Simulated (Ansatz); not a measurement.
# Co$_{3}$Si$_{4}$Ni: computed properties

Theory: DFT PBE, scalar-relativistic, plane waves, PAW in Ansatz.

Cutoff 420 eV; k points 12×12×12 on the computed 8-atom cell (Γ-centred); Gaussian smearing, width 0.10 eV; no spin polarisation.

The structure is relaxed at this level of theory with its symmetry kept, and needn't be the ground state of this composition.

Space group R3 (No. 146), trigonal, a = 6.279 Å, c = 7.728 Å. Around Co lie 7 Si at 2.32–2.44 Å, 2 Ni at 2.71–2.74 Å and 4 Co at 2.73–2.76 Å; Si on a site of symmetry 1 has 5 Co at 2.32–2.44 Å, 2 Ni at 2.35–2.44 Å and 6 Si at 2.72–2.77 Å; Si on a site of symmetry 3 is surrounded by 6 Co at 2.36–2.43 Å, 1 Ni at 2.36 Å and 6 Si at 2.72–2.77 Å; Ni is surrounded by 7 Si at 2.35–2.44 Å and 6 Co at 2.71–2.74 Å.

| Item | Value |
| --- | --- |
| Volume per atom | 10.99 Å³ |
| Formation energy from the elements' standard states (uncorrected) | -0.567 eV/atom |
| Kohn–Sham band gap | none (metal) |
| Density of states at the Fermi level | 3.6 states/eV per cell |
| Orbital (Löwdin) character within 0.5 eV of the Fermi level | Co 3d 60 %, Si 3p 22 %, Ni 3d 9 % |
| Bader charge by site (e) | Co (3 in the cell) -0.39, Si (3 in the cell) 0.39, Si (1 in the cell) 0.38, Ni (1 in the cell) -0.37 |

Spin polarisation was left out, and a magnetic state may lie lower.

The cell was found from a structure generator's guess, not taken from experiment. Löwdin shares on free-atom orbitals overweight diffuse shells.
